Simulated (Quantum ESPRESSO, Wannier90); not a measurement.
# YN (rock salt): Wannier90 run

```
YN
1.0
    0.00000     2.44836     2.44836
    2.44836     0.00000     2.44836
    2.44836     2.44836     0.00000
Y N
1 1
Direct
  0.00000   0.00000   0.00000
  0.50000   0.50000   0.50000
```

Structure: Materials Project mp-2114, symmetrised, not relaxed again. COD (Crystallography Open Database) has an entry of this formula and space group (matched by these alone). Computed values, not measurements, from PBEsol: Quantum ESPRESSO (norm-conserving PseudoDojo potentials, cutoff 68 Ry, spinors with spin-orbit coupling) on a Γ-centred 8×8×8 mesh, then Wannier90. Density: 12×12×12 mesh, Gaussian smearing 0.01 Ry. The gap is small at this level and was sampled on the meshes and a path alone.

Base run: 16 functions from bands 11-44 of the 44 computed, start hydrogen-like Y: d; N: p, centres 0.05 Å off the atoms, frozen window up to 1.61 eV relative to the valence-band maximum, outer window open. One thing is changed at a time; window edges are relative to the valence-band maximum. The misfit compares interpolated bands with pw.x on a high-symmetry path, for states up to 1.1 eV relative to the valence-band maximum. Converged means that the tolerances were met: symmetric starts can stop on a saddle, which shows as a larger Ω_OD at equal Ω_I and can move the misfit too.

```tsv
setting	functions	frozen to (eV)	Ω_I (Å²)	Ω_D (Å²)	Ω_OD (Å²)	rms misfit (meV)	worst (meV)	ended
base	16	1.61	20.78	0.00	0.33	21	202	converged
frozen window to 1.11 eV	16	1.11	20.48	0.00	0.29	73	852	converged
frozen window to -0.39 eV	16	-0.39	20.08	0.00	0.23	381	1787	converged
frozen window to 5.61 eV	16	5.61	–	–	–	–	–	stops: too many frozen states
no frozen window	16	none	16.29	0.00	0.13	2081	4357	converged
outer window to 15.13 eV	16	1.61	23.26	0.00	0.53	4.5	41	converged
outer window to 9.13 eV	16	1.61	–	–	–	–	–	stops: too few bands in the window
```
